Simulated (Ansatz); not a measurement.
Name crystals whose computed values (PBEsol (plane waves, PAW; program Ansatz)) fall in these windows: gap (eV) 0.16 to 0.21; electron conductivity mass (mₑ) 0.020 to 0.028; B₀ by P(V) fit (GPa) 44 to 57.



```csv
crystal,gap (eV),electron conductivity mass (mₑ),B₀ by P(V) fit (GPa)
"SrCd2As2, P-3m1 (Sr on 1a, Cd on 2d, As on 2d)",0.19,0.024,52.7
```
Others may fit too.

Standing as an ambient phase not checked: SrCd2As2, P-3m1 (Sr on 1a, Cd on 2d, As on 2d). The cell was relaxed under the symmetry of its start. Spin–orbit coupling is left out wherever it is not named.

Potentials: the later of the program's two PAW sets.
